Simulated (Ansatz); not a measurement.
Every step of a relaxation of hcp Ru (0001), 5 layers

DFT, PBEsol, PAW with Ansatz's default frozen-core files, scalar-relativistic (Ansatz 0.2.0); a Γ-centred 15×15×1 k mesh, Fermi–Dirac smearing of 0.05 eV, no spin polarisation. The run relaxes the atoms in the fixed cell.

Command: `ansatz run input.yaml --threads 2 --pin off --max-ram 4096MiB --backend cpu --events-out ev --progress --plain --runs-dir out` It took 27 s on 2 threads of Intel(R) Xeon(R) Platinum 8488C (Sapphire Rapids), on a shared host, peak memory 0.52 GiB.

```yaml
crystal:
  lattice:
    - [2.6901084707, 0.0, 0.0]
    - [-1.3450542353, 2.3297022745, 0.0]
    - [0.0, 0.0, 24.4996]
  atoms:
    - { symbol: Ru, position: [0.0, 0.0, 0.3265354344] }
    - { symbol: Ru, position: [0.333333334, 0.666666666, 0.4132677173] }
    - { symbol: Ru, position: [0.0, 0.0, 0.4999999997] }
    - { symbol: Ru, position: [0.333333334, 0.666666666, 0.5867322827] }
    - { symbol: Ru, position: [0.0, 0.0, 0.6734645656] }
kpoints:
  mp_grid: { grid: [15, 15, 1] }
scf:
  occupations: { method: fermi_dirac, width: 0.05 }
hamiltonian:
  xc: pbesol
  pseudopotentials: { kind: paw }
output:
  forces: true
  stress: true
  eigenvalues: true
relax:
  f_tol: 0.01
  max_steps: 40
efield:
  axis: 3
  amplitude: 0
  dipole_correction: true
```

Each step lists its free energy a cell above the last geometry, and Cartesian positions (Å) with forces (eV/Å).

The first step:

```
step 1  dF = 59.31 meV
  Ru 0.0000 0.0000 8.0000   0.0000 0.0000 0.7310
  Ru 0.0000 1.5531 10.1249   0.0000 0.0000 -0.7683
  Ru 0.0000 0.0000 12.2498   0.0000 0.0000 0.0000
  Ru 0.0000 1.5531 14.3747   0.0000 0.0000 0.7683
  Ru 0.0000 0.0000 16.4996   0.0000 0.0000 -0.7310
```

The PAW files were made under PBE.

Where does the relaxation end, and by which steps?

After 4 geometries, with a shortest distance of 2.571 Å. The further steps:
```
step 2  dF = 18.02 meV
  Ru 0.0000 0.0000 8.1051   0.0000 0.0000 -0.4668
  Ru 0.0000 1.5531 10.1176   0.0000 0.0000 0.3012
  Ru 0.0000 0.0000 12.2498   0.0000 0.0000 0.0000
  Ru 0.0000 1.5531 14.3820   0.0000 0.0000 -0.3012
  Ru 0.0000 0.0000 16.3945   0.0000 0.0000 0.4668
step 3  dF = 0.15 meV
  Ru 0.0000 0.0000 8.0580   0.0000 0.0000 -0.0109
  Ru 0.0000 1.5531 10.1052   0.0000 0.0000 0.0469
  Ru 0.0000 0.0000 12.2498   0.0000 0.0000 0.0000
  Ru 0.0000 1.5531 14.3944   0.0000 0.0000 -0.0469
  Ru 0.0000 0.0000 16.4416   0.0000 0.0000 0.0109
step 4  dF = 0.00 meV
  Ru 0.0000 0.0000 8.0604   0.0000 0.0000 0.0025
  Ru 0.0000 1.5531 10.1094   0.0000 0.0000 -0.0081
  Ru 0.0000 0.0000 12.2498   0.0000 0.0000 0.0000
  Ru 0.0000 1.5531 14.3902   0.0000 0.0000 0.0081
  Ru 0.0000 0.0000 16.4392   0.0000 0.0000 -0.0025
step 5  dF = 0.00 meV  (same geometry, solved once more)
  Ru 0.0000 0.0000 8.0604   0.0000 0.0000 0.0025
  Ru 0.0000 1.5531 10.1094   0.0000 0.0000 -0.0081
  Ru 0.0000 0.0000 12.2498   0.0000 0.0000 0.0000
  Ru 0.0000 1.5531 14.3902   0.0000 0.0000 0.0081
  Ru 0.0000 0.0000 16.4392   0.0000 0.0000 -0.0025
```
